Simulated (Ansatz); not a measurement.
The geometry is COD entry 1539492, unchecked; take it as a test cell. It differs from other determinations. The listed cell was then made from it by scaling, straining or moving an atom.

ZrC: DFT, PBEsol, all-electron LAPW, scalar-relativistic (Ansatz 0.2.0).

The relaxation starts from this cell:

```
CELL_PARAMETERS angstrom
0.00000 2.31672 2.31672
2.31672 0.00000 2.31672
2.31672 2.31672 0.00000
ATOMIC_POSITIONS crystal
Zr 0.50000 0.50000 0.50000
C 0.00000 0.00000 0.00000
```

Output:

```
The last accepted step is kept in <dir> (removed where the run ends without a failure and the disk answers)
LAPW: plane waves up to 8.553 Å⁻¹, error target 1.0e-3 eV per atom; small_component_spin mean_spin; C in spheres of 0.999 Å, 6 of its electrons in bands, Dirac shells []; Zr in spheres of 1.248 Å, 30 of its electrons in bands, Dirac shells []
Engine: ansatz 0.2.0
Pseudopotentials: kind: all_electron
Pseudopotential: Zr, LAPW, valence charge 30, Koelling and Harmon's equation, gaussian nucleus
Pseudopotential: C, LAPW, valence charge 6, Koelling and Harmon's equation, gaussian nucleus
Functional definition: PBEsol
  exchange = pbesol_x
  correlation = pbesol_c
Crystal: 2 atoms, lattice volume = 24.869 Å³
Basis set: ecut = 278.7173297398277 eV, 259 PW (Γ), exchange–correlation at level 2
Bands: 22, of which v1, the nominal top of the filled ones, is band 18 counted from 1 (17 counted from 0)
Symmetry: 48 space group operations
Space group: Fm-3m (ITA 225), of the structure as read, at distance tolerance 2.9e-5 Å
k-points: 72 of 1728
Non-local potential: Zr, projectors of the file, none
Non-local potential: C, projectors of the file, none
Initial density: superposition of atomic densities (chi_scale 0.1, normalization cell, long waves kept (reshape's long-wave potential 0.00 eV rms))
Initial wavefunctions: plane waves of lowest kinetic energy (no species holds an atomic orbital)
Functional: x = pbesol(κ = 0.804, μ = 0.12345679012345678), c = pbesol(β = 0.046)
iter 1 solved again at ethr=1.50e-2 eV; its pass at ethr=1.00e-1 eV (dr2=5.40e0 eV) is discarded
SCF iter   1: F=—  HF=-98908.143289 eV  |F-HF|=—  |Δ(HF+E_count)|=         —  Δρ=1.23e-1  dr2=5.39e0  ethr=1.50e-2  ⟨swp⟩=2.0  Hψ=10409  notcnv=0
preconditioner: auto → Kerker (q_TF=auto, 2.902 Å⁻¹)  [metal: Δε(μ)=0.159 eV  Ē_g=18.419 eV  σ=0.050 eV  W_gap=0.48  n_scr=14 (ndim 8)  ℏωp=27.9 eV  f_vac=0.000  D(μ)=0.11/eV (n_scr^D=0)]
iter 2 solved again at ethr=3.47e-4 eV; its pass at ethr=1.50e-2 eV (dr2=1.25e-1 eV) is discarded
SCF iter   2: F=—  HF=-98906.405031 eV  |F-HF|=—  |Δ(HF+E_count)|=    1.74e0  Δρ=2.26e-2  dr2=1.24e-1  ethr=3.47e-4  ⟨swp⟩=2.0  Hψ=7950  notcnv=0
SCF iter   3: F=—  HF=-98906.407684 eV  |F-HF|=—  |Δ(HF+E_count)|=         —  Δρ=2.46e-2  dr2=2.17e-1  ethr=3.46e-4  ⟨swp⟩=2.2  Hψ=5100  notcnv=0
the basis was enlarged: its passes take 132.7 KiB over the memory plan, 1 of 1 planned eigensolver slots
SCF iter   4: F=—  HF=-98906.385487 eV  |F-HF|=—  |Δ(HF+E_count)|=   2.22e-2  Δρ=3.40e-3  dr2=1.76e-3  ethr=3.46e-4  ⟨swp⟩=2.2  Hψ=4655  notcnv=0
SCF iter   5: F=—  HF=-98906.383705 eV  |F-HF|=—  |Δ(HF+E_count)|=   1.78e-3  Δρ=1.23e-3  dr2=2.37e-4  ethr=4.88e-6  ⟨swp⟩=2.0  Hψ=4822  notcnv=0
SCF iter   6: F=—  HF=-98906.383613 eV  |F-HF|=—  |Δ(HF+E_count)|=   9.22e-5  Δρ=5.09e-4  dr2=8.25e-5  ethr=6.59e-7  ⟨swp⟩=2.2  Hψ=4872  notcnv=0
SCF iter   7: F=—  HF=-98906.383602 eV  |F-HF|=—  |Δ(HF+E_count)|=   1.09e-5  Δρ=1.54e-4  dr2=6.37e-6  ethr=2.29e-7  ⟨swp⟩=2.0  Hψ=4825  notcnv=0
SCF iter   8: F=—  HF=-98906.383601 eV  |F-HF|=—  |Δ(HF+E_count)|=   5.95e-7  Δρ=4.11e-5  dr2=4.73e-7  ethr=1.77e-8  ⟨swp⟩=2.0  Hψ=4825  notcnv=0
SCF iter   9: F=—  HF=-98906.383601 eV  |F-HF|=—  |Δ(HF+E_count)|=   1.04e-7  Δρ=1.81e-5  dr2=1.01e-7  ethr=1.31e-9  ⟨swp⟩=2.2  Hψ=4872  notcnv=0
SCF iter  10: F=-98906.383601 eV  HF=-98906.383601 eV  |F-HF|=2.53e-9  |Δ(HF+E_count)|=   2.94e-8  Δρ=3.54e-6  dr2=3.27e-9  ethr=2.81e-10  ⟨swp⟩=2.2  Hψ=4872  notcnv=0
SCF 1 converged in 10 iterations: F = -98906.383601 eV  dr2 = 3.27e-9
relax step   1: F+E_penalty+E_count = -98906.38360119 eV  Δ(F+E_penalty+E_count) = +0.000e0 eV  max|allowed force component| = 1.624e-29 eV/Å  Δτ_max = 0.0000 Å  P = +5.767 GPa  Ω = 24.869 Å³  (10 SCF iters, accepted)
Crystal: 2 atoms, lattice volume = 25.906 Å³
Basis set: ecut = 271.22294807738655 eV, 259 PW (Γ), exchange–correlation at level 2
Initial density: handed on by an earlier stage of this run
Initial wavefunctions: those handed on with the density
iter 1 solved again at ethr=8.19e-7 eV; its pass at ethr=1.00e-1 eV (dr2=2.95e-4 eV) is discarded
SCF iter   1: F=—  HF=-98906.388765 eV  |F-HF|=—  |Δ(HF+E_count)|=         —  Δρ=1.24e-3  dr2=2.97e-4  ethr=8.19e-7  ⟨swp⟩=3.5  Hψ=8437  notcnv=0
preconditioner: auto → Kerker (q_TF=auto, 2.882 Å⁻¹)  [metal: Δε(μ)=0.109 eV  Ē_g=17.970 eV  σ=0.050 eV  W_gap=0.48  n_scr=14 (ndim 8)  ℏωp=27.3 eV  f_vac=0.000  D(μ)=0.38/eV (n_scr^D=0)]
SCF iter   2: F=—  HF=-98906.388347 eV  |F-HF|=—  |Δ(HF+E_count)|=   4.18e-4  Δρ=6.39e-4  dr2=9.75e-5  ethr=8.19e-7  ⟨swp⟩=2.3  Hψ=4908  notcnv=0
SCF iter   3: F=—  HF=-98906.388285 eV  |F-HF|=—  |Δ(HF+E_count)|=   6.16e-5  Δρ=2.93e-4  dr2=2.29e-5  ethr=2.71e-7  ⟨swp⟩=2.0  Hψ=4859  notcnv=0
SCF iter   4: F=—  HF=-98906.388284 eV  |F-HF|=—  |Δ(HF+E_count)|=   1.77e-6  Δρ=1.65e-4  dr2=9.57e-6  ethr=6.37e-8  ⟨swp⟩=2.1  Hψ=4877  notcnv=0
iter 5 solved again at ethr=1.89e-9 eV; its pass at ethr=2.66e-8 eV (dr2=6.80e-7 eV) is discarded
SCF iter   5: F=—  HF=-98906.388283 eV  |F-HF|=—  |Δ(HF+E_count)|=   1.70e-7  Δρ=4.92e-5  dr2=6.79e-7  ethr=1.89e-9  ⟨swp⟩=2.0  Hψ=8105  notcnv=0
SCF iter   6: F=-98906.388283 eV  HF=-98906.388283 eV  |F-HF|=3.26e-9  |Δ(HF+E_count)|=   2.25e-7  Δρ=1.66e-5  dr2=4.66e-8  ethr=1.89e-9  ⟨swp⟩=2.1  Hψ=4886  notcnv=0
SCF 2 converged in 6 iterations: F = -98906.388283 eV  dr2 = 4.66e-8
relax step   2: F+E_penalty+E_count = -98906.38828323 eV  Δ(F+E_penalty+E_count) = -4.682e-3 eV  max|allowed force component| = 2.301e-31 eV/Å  Δτ_max = 0.0000 Å  P = -3.989 GPa  Ω = 25.906 Å³  (6 SCF iters, accepted)
Crystal: 2 atoms, lattice volume = 25.472 Å³
Basis set: ecut = 274.299633565012 eV, 259 PW (Γ), exchange–correlation at level 2
iter 1 solved again at ethr=1.21e-7 eV; its pass at ethr=1.00e-1 eV (dr2=4.36e-5 eV) is discarded
SCF iter   1: F=—  HF=-98906.394047 eV  |F-HF|=—  |Δ(HF+E_count)|=         —  Δρ=5.22e-4  dr2=5.02e-5  ethr=1.21e-7  ⟨swp⟩=4.1  Hψ=8556  notcnv=0
preconditioner: auto → Kerker (q_TF=auto, 2.890 Å⁻¹)  [metal: Δε(μ)=0.096 eV  Ē_g=18.051 eV  σ=0.050 eV  W_gap=0.43  n_scr=14 (ndim 8)  ℏωp=27.5 eV  f_vac=0.000  D(μ)=0.39/eV (n_scr^D=0)]
SCF iter   2: F=—  HF=-98906.393976 eV  |F-HF|=—  |Δ(HF+E_count)|=   7.14e-5  Δρ=2.69e-4  dr2=1.64e-5  ethr=1.21e-7  ⟨swp⟩=2.4  Hψ=4906  notcnv=0
SCF iter   3: F=—  HF=-98906.393964 eV  |F-HF|=—  |Δ(HF+E_count)|=   1.12e-5  Δρ=1.22e-4  dr2=3.78e-6  ethr=4.57e-8  ⟨swp⟩=2.0  Hψ=4840  notcnv=0
SCF iter   4: F=—  HF=-98906.393964 eV  |F-HF|=—  |Δ(HF+E_count)|=   2.87e-7  Δρ=6.77e-5  dr2=1.55e-6  ethr=1.05e-8  ⟨swp⟩=2.2  Hψ=4858  notcnv=0
iter 5 solved again at ethr=3.02e-10 eV; its pass at ethr=4.32e-9 eV (dr2=1.09e-7 eV) is discarded
SCF iter   5: F=—  HF=-98906.393964 eV  |F-HF|=—  |Δ(HF+E_count)|=   3.29e-8  Δρ=2.00e-5  dr2=1.08e-7  ethr=3.02e-10  ⟨swp⟩=2.0  Hψ=8086  notcnv=0
SCF iter   6: F=-98906.393964 eV  HF=-98906.393964 eV  |F-HF|=7.57e-10  |Δ(HF+E_count)|=   2.95e-8  Δρ=6.92e-6  dr2=8.00e-9  ethr=3.01e-10  ⟨swp⟩=2.2  Hψ=4876  notcnv=0
SCF 3 converged in 6 iterations: F = -98906.393964 eV  dr2 = 8.00e-9
relax step   3: F+E_penalty+E_count = -98906.39396403 eV  Δ(F+E_penalty+E_count) = -5.681e-3 eV  max|allowed force component| = 1.561e-31 eV/Å  Δτ_max = 0.0000 Å  P = -0.144 GPa  Ω = 25.472 Å³  (6 SCF iters, accepted)
Crystal: 2 atoms, lattice volume = 25.456 Å³
Basis set: ecut = 274.41476243788105 eV, 259 PW (Γ), exchange–correlation at level 2
iter 1 solved again at ethr=1.45e-10 eV; its pass at ethr=1.00e-1 eV (dr2=5.23e-8 eV) is discarded
SCF iter   1: F=—  HF=-98906.393972 eV  |F-HF|=—  |Δ(HF+E_count)|=         —  Δρ=1.85e-5  dr2=7.92e-8  ethr=1.45e-10  ⟨swp⟩=4.9  Hψ=8635  notcnv=0
preconditioner: auto → Kerker (q_TF=auto, 2.891 Å⁻¹)  [metal: Δε(μ)=0.092 eV  Ē_g=18.053 eV  σ=0.050 eV  W_gap=0.42  n_scr=14 (ndim 8)  ℏωp=27.5 eV  f_vac=0.000  D(μ)=0.39/eV (n_scr^D=0)]
SCF iter   2: F=-98906.393971 eV  HF=-98906.393971 eV  |F-HF|=2.55e-8  |Δ(HF+E_count)|=   8.11e-7  Δρ=9.68e-6  dr2=2.62e-8  ethr=1.45e-10  ⟨swp⟩=2.9  Hψ=4979  notcnv=0
SCF 4 converged in 2 iterations: F = -98906.393971 eV  dr2 = 2.62e-8
relax step   4: F+E_penalty+E_count = -98906.39397105 eV  Δ(F+E_penalty+E_count) = -7.022e-6 eV  max|allowed force component| = 4.561e-31 eV/Å  Δτ_max = 0.0000 Å  P = +0.003 GPa  Ω = 25.456 Å³  (2 SCF iters, accepted)
iter 1 solved again at ethr=6.43e-11 eV; its pass at ethr=1.00e-1 eV (dr2=2.32e-8 eV) is discarded
SCF iter   1: F=—  HF=-98906.393971 eV  |F-HF|=—  |Δ(HF+E_count)|=         —  Δρ=9.45e-6  dr2=2.31e-8  ethr=6.43e-11  ⟨swp⟩=2.9  Hψ=7545  notcnv=0
SCF iter   2: F=-98906.393970 eV  HF=-98906.393970 eV  |F-HF|=5.15e-9  |Δ(HF+E_count)|=   7.11e-7  Δρ=5.95e-6  dr2=1.02e-8  ethr=6.42e-11  ⟨swp⟩=2.0  Hψ=4842  notcnv=0
SCF 5 converged in 2 iterations: F = -98906.393970 eV  dr2 = 1.02e-8
relax step   5: F+E_penalty+E_count = -98906.39397027 eV  Δ(F+E_penalty+E_count) = +7.739e-7 eV  max|allowed force component| = 4.776e-31 eV/Å  Δτ_max = 0.0000 Å  P = +0.004 GPa  Ω = 25.456 Å³  stress off target by 3.56e-3 GPa  SCF on the basis re-selected at this cell (its energy is not comparable with the rows above)  (2 SCF iters)
basis re-selected at this cell: Δ(F+E_penalty+E_count) = +7.739e-7 eV, ΔP = +0.000 GPa vs the last step (what re-selecting the basis moved, after the strain that the cell walked since its last selection, with what the two solves' SCF thresholds leave and, on support functions, any second-order correction that the steps lacked; it is no measure of the basis error at this ecutwfc). This SCF's stress stands 3.56e-3 GPa from its target on what of the cell is left free (relax.cell.stress_tol is 5.00e-2 GPa) and its largest allowed force component is 4.78e-31 eV/Å (relax.f_tol is 5.00e-3 eV/Å): within both
SCF converged after 2 iterations
Free energy (F): -98906.393970 eV
Harris-Foulkes:  -98906.393970 eV  (|F-HF|=5.15e-9)
Internal energy: -98906.390795 eV  (E = F + TS)
E sigma→0 (E₀):  -98906.392383 eV
Entropy (-TS):   -0.003175 eV (-1.588 meV/atom)
Fermi energy:    16.805370 eV
--- Per-component energies (eV) ---
  E_band       = -4542.697644
  E_kinetic    = 102114.209437
  E_xc         = -3198.438598
  E_electrostatic = -197822.161634  (all electrons and nuclei)
  E_smearing   = -0.003175  (= −TS)
  E_closure    = 0.000000  (closes the sum)
  E_atoms      = -98887.051451  (free atoms, spherical and without spin; not in F)
  Σ components = -98906.393970   (vs F -98906.393970, Δ=0.00e0)
  Basis errors (estimates in eV, not in F): energy 3.8e-4 per atom: plane waves 3.3e-4 (1.9e-4 summed), levels above the bands 1.1e-27, relativity 8.0e-9, radial functions 4.4e-5, core shells 1.1e-12; eigenvalues (radial functions only) 3.1e-6; not estimated: angular momenta, meshes, grids; target (lapw.basis_error) 1.0e-3; muffin-tin radii C 1.007 Å, Zr 1.258 Å
--- Forces (eV/Å), atoms counted from 1 ---
  atom   1  Zr    -0.00000000     0.00000000     0.00000000
  atom   2  C     -0.00000000     0.00000000    -0.00000000
  max |Σ_I F_I| component: 1.10e-30 eV/Å
--- Stress (GPa, compression-positive) ---
        0.003562      -0.000000      -0.000000
       -0.000000       0.003562       0.000000
       -0.000000       0.000000       0.003562
  P = ⅓ Tr σ = 0.0036 GPa (0.036 kbar)
--- Relaxed structure (4 steps of the walk, 4 accepted, 1 SCFs on fresh bases) ---
  F+E_penalty+E_count = -98906.39397027 eV   max|allowed force component| = 4.776e-31 eV/Å   (the final SCF, on the basis selected at the relaxed cell)
  cell:  # Å, volume = 25.4558 Å³
    - [-1.104660733694161e-33, 2.3348125213777573, 2.3348125213777573]
    - [2.3348125213777573, -4.295239393354955e-34, 2.3348125213777573]
    - [2.3348125213777573, 2.3348125213777573, -1.86458770328773e-33]
  atoms:
    - { symbol: Zr, position: [0.5, 0.5, 0.5] }
    - { symbol: C, position: [-1.3301073868457919e-33, 9.42159399015768e-34, 3.8794798783001885e-34] }
```
